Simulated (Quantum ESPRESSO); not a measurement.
Space group F-43m (No. 216); a = 5.1303 Å, b = 5.1303 Å, c = 5.1303 Å, α = 90.00°, β = 90.00°, γ = 90.00°

| atom | site | symmetry | x | y | z |
|---|---|---|---|---|---|
| Be | 4a | -43m | 0.0000 | 0.0000 | 0.0000 |
| Se | 4c | -43m | 0.2500 | 0.2500 | 0.2500 |
(The calculation used a cell of 2 atoms; values per cell refer to that cell.)

Cell and atoms were relaxed with PBEsol from Materials Project entry mp-1541, within its symmetry.

**Question.** What does norm-conserving PBEsol (Quantum ESPRESSO, 88 Ry, with spin-orbit coupling) give for the electronic structure near the Fermi level?

**Answer.** The PBEsol gap is indirect, 2.33 eV, from Γ to X; the smallest direct gap is 4.14 eV.
